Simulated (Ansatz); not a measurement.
Input:

Rb2AgRhF6:
```xyz
10
Lattice="0.0000 4.3908 4.3908 4.3908 0.0000 4.3908 4.3908 4.3908 0.0000" Properties=species:S:1:pos:R:3 pbc="T T T"
Rb     2.1954     2.1954     2.1954
Rb     6.5862     6.5862     6.5862
Ag     4.3908     4.3908     4.3908
Rh     0.0000     0.0000     0.0000
F      4.3908     4.3908     1.9797
F      4.3908     4.3908     6.8019
F      1.9797     4.3908     4.3908
F      6.8019     4.3908     4.3908
F      4.3908     1.9797     4.3908
F      4.3908     6.8019     4.3908
```

This is the HSE06-relaxed structure.

All from HSE06 in the plane-wave PAW code Ansatz, unless another level is named. Predict the band gap.

3.81 eV (smallest direct gap 3.84 eV).

What about the valence-band maximum?

at Γ.

Next, the conduction-band minimum?

at X (3 equivalent valleys).

Space group Fm-3m. The first step of the workflow began from a Materials Project structure, measured or hypothetical; the Crystallography Open Database copy checked does not list it. Whether it is the stable phase at ambient conditions was not checked. The cell was relaxed with HSE06 under the symmetry of its start; its stability against distortions is not shown here. No spin polarisation was allowed. The hybrid was solved on a coarse mesh, the path and, where they were found, the r²SCAN edge points; its band edges are the extreme levels among these. Scalar-relativistic: spin–orbit coupling is off unless named, which matters more the heavier the elements.

Potentials: the later of the program's two PAW sets.
